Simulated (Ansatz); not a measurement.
## Data sheet: In2Ag (DFT)

In₂Ag:
```xyz
6
Lattice="-3.4263 3.4263 2.7760 3.4263 -3.4263 2.7760 3.4263 3.4263 -2.7760" Properties=species:S:1:pos:R:3 pbc="T T T"
In     1.0634     2.3629     0.0000
In     2.3629     1.0634     2.7760
In     4.4897     1.0634     0.0000
In    -1.0634     2.3629     2.7760
Ag     0.0000     0.0000     4.1639
Ag     0.0000     0.0000     1.3880
```

Space group I4/mcm (No. 140); conventional cell a = b = 6.853 Å, c = 5.552 Å, α = β = γ = 90.00°.

Method: PBEsol in the plane-wave PAW code Ansatz. Geometry: relaxed at this level of theory. Other levels are named where they apply.

### Cell and energy

```json
{
  "volume_per_atom": "21.73 Å³",
  "density": "8.60 g/cm³",
  "Formation energy from the elements (no fitted shifts)": "-0.060 eV/atom"
}
```

### Electronic structure

```json
{
  "electronic_character": "metallic (no gap)",
  "Density of states at the Fermi level": "0.40 states/eV per atom (mean over ±0.08 eV)"
}
```

### Mechanics

```json
{
 "Bulk modulus (Birch–Murnaghan fit)": "668 kbar",
 "Pressure derivative B′": "5.8"
}
```

### Phonons

```json
{
  "highest_zone_centre_frequency": "186 cm⁻¹",
  "zone_centre_stability": "no imaginary mode at Γ"
}
```

The workflow started from a Materials Project entry (that database holds measured and hypothetical structures alike); the Crystallography Open Database files this formula in space group No. 140, but the cells were not matched. Whether it is the stable phase at ambient conditions was not checked. The cell was relaxed with PBEsol under the symmetry of its start. No spin polarisation was allowed. As this level gives no gap, phonon frequencies hold no LO–TO term and depend on the k-mesh and smearing (Fermi–Dirac, 0.1 eV here). Axis ratios of metals converge slowly with the k-mesh, so a and c are less sure than the volume. The references are the lowest solids computed at this level, not always the standard phases. Spin–orbit coupling is left out wherever it is not named.

Potentials: the later of the program's two PAW sets.
